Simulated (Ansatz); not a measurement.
CaAlHO$_{2}$:
```
CaAlHO2
1.0
    3.73043     0.00000     0.00000
    0.00000     3.73043     0.00000
    0.00000     0.00000     3.44811
Ca Al O H
1 1 2 1
Direct
  0.50000   0.50000   0.50000
  0.00000   0.00000   0.00000
  0.50000   0.00000   0.00000
  0.00000   0.50000   0.00000
  0.00000   0.00000   0.50000
```

Relaxed with r²SCAN. Independent-particle spectrum: no excitons, no local fields, no scissors shift; 0.1 eV broadening; ε₁ of the summed bands alone.

Q: Tabulate the dielectric function from the program Ansatz at the r²SCAN level (PAW).

A: 

```
E (eV)  ε₁ xx  ε₂ xx  ε₁ zz  ε₂ zz
------  -----  -----  -----  -----
0.0      3.47   0.00   3.82   0.00
0.4      3.48   0.00   3.82   0.00
0.8      3.49   0.00   3.84   0.00
1.2      3.51   0.00   3.87   0.00
1.6      3.54   0.00   3.91   0.00
2.0      3.59   0.00   3.97   0.00
2.4      3.65   0.00   4.04   0.00
2.8      3.72   0.00   4.13   0.00
3.2      3.81   0.00   4.25   0.00
3.6      3.93   0.00   4.39   0.00
4.0      4.08   0.00   4.58   0.00
4.4      4.28   0.00   4.83   0.00
4.8      4.56   0.00   5.18   0.00
5.2      4.98   0.00   5.75   0.01
5.6      5.80   0.01   6.43   0.44
6.0      7.12   1.22   7.39   0.71
6.4      7.27   4.36   9.98   3.57
6.8      4.40   4.08   6.75   5.48
7.2      4.19   4.25   5.39   6.54
7.6      3.54   4.05   4.41   5.54
8.0      1.92   4.31   3.42   6.31
8.4      2.42   3.49   2.24   5.87
8.8      2.30   3.27   2.33   5.54
9.2      1.95   3.25   1.17   5.61
9.6      2.10   3.00  -0.48   6.44
10.0     1.93   3.42  -1.51   3.76
10.4     1.71   3.15   0.20   2.46
10.8     1.22   3.30   0.41   2.92
11.2     0.68   2.93   0.43   3.24
11.6     0.87   2.31   0.59   3.40
12.0     0.77   2.49  -0.76   3.29
```

Q: From ε at 6.8 eV (xx: 4.40 + 4.08i), find n, k, the normal reflectivity and the absorption coefficient.

A: n = 2.28, k = 0.895, R = 21 %, α = 2kE/ħc = 620000 cm⁻¹.

With all bands, ε∞ without local fields is 3.60 (xx = yy), 3.95 (zz).

Space group P4/mmm. The start of the workflow was typed in or built on a structure type; neither database checked (COD, Materials Project) lists it. Whether it is the stable phase at ambient conditions was not checked. Symmetry was held in the r²SCAN relaxation; whether a distortion lowers the energy is not shown.

Potentials: the earlier of the program's two PAW sets.
